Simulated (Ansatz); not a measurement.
Crystals of one structure type (rock salt), relaxed and computed with the program Ansatz at the r²SCAN level (PAW).

```json
[
 {"crystal": "MgO", "a (Å)": "4.204", "gap (eV)": "5.68", "ΔH_f (eV/atom)": "-2.95", "B₀ by P(V) fit (GPa)": "167", "spin order, net moment (μB/atom)": "not spin-polarised"},
 {"crystal": "CaO", "a (Å)": "…", "gap (eV)": "…", "ΔH_f (eV/atom)": "…", "B₀ by P(V) fit (GPa)": "…", "spin order, net moment (μB/atom)": "not spin-polarised"},
 {"crystal": "FeO", "a (Å)": "4.264", "gap (eV)": "none", "ΔH_f (eV/atom)": "-1.20", "B₀ by P(V) fit (GPa)": "192", "spin order, net moment (μB/atom)": "ferromagnetic; net 2.00"},
 {"crystal": "SrO", "a (Å)": "5.160", "gap (eV)": "3.80", "ΔH_f (eV/atom)": "-2.96", "B₀ by P(V) fit (GPa)": "93.6", "spin order, net moment (μB/atom)": "not spin-polarised"}
]
```

### Question
Some entries are withheld; supply them.

### Answer

- CaO, a (Å): 4.795
- CaO, gap (eV): 4.20
- CaO, ΔH_f (eV/atom): -3.20
- CaO, B₀ by P(V) fit (GPa): 117

Spin orders computed, not proven ground states: FeO, rock salt ferromagnetic. All cells were relaxed under the symmetry of their starts (and spin orders); stability against distortions was not tested throughout. No Hubbard U is applied. Spin–orbit coupling is left out wherever it is not named.

Potentials: the later of the program's two PAW sets.

Formation energies count from the lowest solids of the elements computed at the same level, not from gases.
